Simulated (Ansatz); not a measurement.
# TeAs2: equilibrium cell

Method: plane-wave DFT with PAW (Ansatz; 420 eV, 500 eV for r²SCAN). Each run relaxes cell and atoms to zero pressure from this start:

```yaml
crystal:
  lattice:
    - [-3.55645, 3.55645, 2.94052]
    - [3.55645, -3.55645, 2.94052]
    - [3.55645, 3.55645, -2.94052]
  atoms:
    - { symbol: Te, position: [0.75000, 0.25000, 0.50000] }
    - { symbol: Te, position: [0.00000, 0.00000, 0.00000] }
    - { symbol: As, position: [0.37500, 0.62500, 0.25000] }
    - { symbol: As, position: [0.37500, 0.12500, 0.75000] }
    - { symbol: As, position: [0.37500, 0.62500, 0.75000] }
    - { symbol: As, position: [0.87500, 0.62500, 0.25000] }
```

| Quantity | Value |
| --- | --- |
| Γ-centred k-mesh | 8×8×8 |
| occupation rule | Gaussian smearing, 0.1 eV |
| spin treatment | unpolarised |

Lengths are those of the conventional cell, space group I4_1/amd.

Question: Order by relaxed volume, smallest first.
A. PBE
B. PBEsol
C. LDA
D. r2SCAN

Answer: C (22.85 Å³/atom), B (23.28 Å³/atom), D (24.33 Å³/atom), A (24.62 Å³/atom).

```json
{"functional": "LDA", "a (Å)": "6.897", "c (Å)": "5.764", "volume (Å³/atom)": "22.85", "gap on mesh (eV)": "metal"}
{"functional": "PBEsol", "a (Å)": "6.941", "c (Å)": "5.798", "volume (Å³/atom)": "23.28", "gap on mesh (eV)": "metal"}
{"functional": "PBE", "a (Å)": "7.124", "c (Å)": "5.821", "volume (Å³/atom)": "24.62", "gap on mesh (eV)": "metal"}
{"functional": "r2SCAN", "a (Å)": "7.132", "c (Å)": "5.740", "volume (Å³/atom)": "24.33", "gap on mesh (eV)": "metal"}
```

Cost: 4 runs of about 13 core-minutes in all, on Arm Neoverse V1 (shared hosts).